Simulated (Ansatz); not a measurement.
ZnPt$_{3}$ (Cu3Au type, Pm-3m) under volume change, plane-wave PAW r²SCAN (Ansatz code), scaled uniformly.

| V (Å³/atom) | E − E(relaxed) (meV/atom) | P (GPa) |
|---|---|---|
| 13.438 | 107.3 | 28.55 |
| 13.881 | 44.6 | 17.20 |
| 14.324 | 10.4 | 7.79 |
| 14.767 | 0.0 | 0.00 |
| 15.210 | 9.2 | -6.41 |
| 15.653 | 34.4 | -11.67 |
| 16.096 | 72.8 | -15.99 |

Problem. What does a third-order Birch–Murnaghan fit give for V₀, B₀ and B′?

Solution. V₀ = 14.77 Å³/atom, B₀ = 235 GPa, B′ = 5.4.

The workflow started from an entry of the Crystallography Open Database (COD). Its standing as an ambient phase is unchecked. The r²SCAN relaxation kept the symmetry of its start; whether a distortion lowers the energy is not shown. The run is not spin-polarised. Spin–orbit coupling is left out wherever it is not named.

Potentials: the later of the program's two PAW sets.
